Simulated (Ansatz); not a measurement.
Ag (Im-3m), clamped-ion strain scan

Computed with Ansatz 0.2.0, DFT r2SCAN, scalar-relativistic, plane waves, PAW. Cutoff 500 eV, Γ-centred 20×20×20 k-points, Gaussian smearing of 0.15 eV. No spin polarisation. Energies are free energies at this smearing, counted from the undisturbed cell; pressure is positive in compression.

The starting cell (as given, not relaxed at this level; it stands at -3.6 GPa; this bcc form isn't the usual structure):

```yaml
crystal:
  lattice:
    - [-1.65565, 1.65565, 1.65565]
    - [1.65565, -1.65565, 1.65565]
    - [1.65565, 1.65565, -1.65565]
  atoms:
    - { symbol: Ag, position: [0.00000, 0.00000, 0.00000] }
```

The cell is strained by ε times the Voigt pattern (0, 0, 1, 0, 0, 0) (xx, yy, zz, yz, xz, xy; engineering shear) with fractional coordinates fixed. The cell is metallic on the mesh throughout.

| ε | ΔE (meV/atom) | stress summed along the pattern (GPa, tension positive) | pressure (GPa) |
| --- | --- | --- | --- |
| -0.1500 | ? | -20.50 | ? |
| -0.1125 | 27.2 | -10.65 | 10.1 |
| -0.0750 | ? | ? | 4.2 |
| -0.0375 | -9.6 | 0.80 | -0.2 |
| 0.0000 | 0.0 | 3.55 | -3.6 |
| 0.0375 | 20.2 | 5.95 | -6.2 |
| 0.0750 | 49.5 | 7.71 | -8.2 |
| 0.1125 | 85.2 | ? | ? |
| 0.1312 | 105.1 | 9.76 | -10.4 |
| 0.1500 | 126.6 | 10.38 | -11.0 |

(1) Give the withheld values.

## Answers

(1) ΔE (meV/atom) at ε = -0.1500: 91.5; pressure (GPa) at ε = -0.1500: 18.0; ΔE (meV/atom) at ε = -0.0750: -3.4; stress summed along the pattern (GPa, tension positive) at ε = -0.0750: -4.06; stress summed along the pattern (GPa, tension positive) at ε = 0.1125: 9.07; pressure (GPa) at ε = 0.1125: -9.8.